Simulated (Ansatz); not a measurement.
CsBH4:
```cif
data_H16B4Cs4
_chemical_formula_sum 'Cs4 B4 H16'
_space_group_name_H-M_alt 'F-43m'
_space_group_IT_number 216
_space_group_name_Hall 'F -4 2 3'
_cell_length_a 7.22284
_cell_length_b 7.22284
_cell_length_c 7.22284
_cell_angle_alpha 90.000
_cell_angle_beta 90.000
_cell_angle_gamma 90.000
loop_
_atom_site_label
_atom_site_type_symbol
_atom_site_symmetry_multiplicity
_atom_site_Wyckoff_symbol
_atom_site_fract_x
_atom_site_fract_y
_atom_site_fract_z
_atom_site_occupancy
Cs1 Cs 4 a 0.00000 0.00000 0.00000 1
B1 B 4 b 0.50000 0.50000 0.50000 1
H1 H 16 e 0.59877 0.59877 0.59877 1
```
(The calculation used a cell of 6 atoms; values per cell refer to that cell.)

Relaxed with PBEsol. PBEsol in the plane-wave PAW code Ansatz gives a gap of 5.46 eV.

What gap does HSE06 give on the same cell (Ansatz, PAW)?

6.82 eV, 1.37 eV more. The hybrid was solved on a coarser mesh and at special points; the gap given is the minimum over both.

```csv
k,v1 PBEsol,c1 PBEsol,v1 HSE06,c1 HSE06
Γ,-0.06,6.04,[?],[?]
X,-0.01,5.46,-0.01,6.82
L,-0.34,7.28,[?],[?]
W,0.00,6.70,[?],[?]
K,-0.14,6.16,[?],[?]
```

Top valence (v1) and lowest conduction level (c1) in eV from each method's valence maximum (which need not be a listed point): supply the withheld HSE06 values.


- K, v1 HSE06: -0.14
- K, c1 HSE06: 7.54
- W, v1 HSE06: 0.00
- W, c1 HSE06: 8.03
- L, v1 HSE06: -0.35
- L, c1 HSE06: 8.62
- Γ, v1 HSE06: -0.08
- Γ, c1 HSE06: 7.49

Cost on shared cores: the PBEsol run (SCF on a 7×7×7 mesh, then bands and DOS) about 27 core-seconds (a rough figure), the HSE06 run (SCF on 4×4×4, then a few points) about 80 core-seconds (a rough figure); the tasks are unlike.

The first step of the workflow began from a Materials Project structure, measured or hypothetical; the Crystallography Open Database copy checked does not list it. Its standing as an ambient phase is unchecked. Symmetry was held in the PBEsol relaxation; whether a distortion lowers the energy is not shown. Scalar-relativistic: spin–orbit coupling is off unless named, which matters more the heavier the elements.

Potentials: the later of the program's two PAW sets.
